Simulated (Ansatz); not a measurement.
## Two states of Cu$_{2}$NiS$_{4}$

```
CELL_PARAMETERS angstrom
0.00000 3.22143 0.00000
3.63203 -1.61072 5.07458
2.80248 0.00000 -5.07458
ATOMIC_POSITIONS crystal
Ni 0.00000 0.00000 0.00000
S 0.36220 0.72440 0.02280
S 0.63780 0.27560 0.97720
S 0.10450 0.20900 0.44110
S 0.89550 0.79100 0.55890
Cu 0.25690 0.51380 0.30950
Cu 0.74310 0.48620 0.69050
```

The numbers come from plane-wave PAW DFT (Ansatz): r2SCAN, with U_eff = 6.41 eV on Ni d (all-electron-ortho-atomic projectors), 500 eV, 6×6×4 Γ-centred k points, gaussian occupations (width 0.0111 eV). Nothing was relaxed.

State A: Ni1 down (collinear spin). State B: no moments (no spin polarisation).

Q: Which state is lower, and how do they differ?

A: State A is lower by 136.3 meV an atom at zero smearing.

| state | free energy (meV/atom) | largest moment in a small sphere (μB) | net moment (μB/cell) | gap on mesh (eV) | pressure (GPa) | largest force (eV/Å) |
| --- | --- | --- | --- | --- | --- | --- |
| A | 0.0 | 1.47 | 0.20 | metal | 5.1 | 0.88 |
| B | 136.3 | 0.00 | 0.00 | metal | -0.3 | 0.69 |

Origin: a known structure type with other elements, at an estimated volume, so it need not be a known compound. Caveats: another magnetic order, which this cell may not hold, can open a gap; the k mesh is coarse if the cell is a metal.
